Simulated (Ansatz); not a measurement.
# Hg2Pb: zone-centre modes

Level of theory: DFT PBE, scalar-relativistic, plane waves, PAW (Ansatz 0.2.0). Settings: 420 eV plane-wave cutoff, Γ-centred 10×10×10 mesh, Fermi-Dirac smearing of 0.15 eV. No spin polarisation. Phonons by linear response, acoustic sum rule imposed.

The cell is fixed (symmetry leaves no force on the atoms) and stands under -0.2 GPa:
```
CELL_PARAMETERS angstrom
0.00000 3.66120 3.66120
3.66120 0.00000 3.66120
3.66120 3.66120 0.00000
ATOMIC_POSITIONS crystal
Pb 0.00000 0.00000 0.00000
Hg 0.25000 0.25000 0.25000
Hg 0.75000 0.75000 0.75000
```

The cell is the ideal cubic antifluorite prototype; whether it is the stable structure of this composition wasn't checked. In a metal, frequencies and elastic constants depend on the k mesh and the smearing, soft modes and shear constants most. Spin–orbit coupling is left out, which can shift energies with elements as heavy as these.

Optical modes at Γ; i marks an imaginary frequency:
| frequency (THz) | degeneracy |
| --- | --- |
| 1.41 | 3 |
| 1.73 | 3 |

All 6 optical modes at Γ are real: no displacement of atoms at fixed cell lowers the energy to second order. Strains and modes at other wave vectors aren't tested by this run.

Cost: 1 run of about 1.4 core-minutes, on Intel Xeon Platinum 8259CL (Skylake/Cascade Lake) (shared hosts).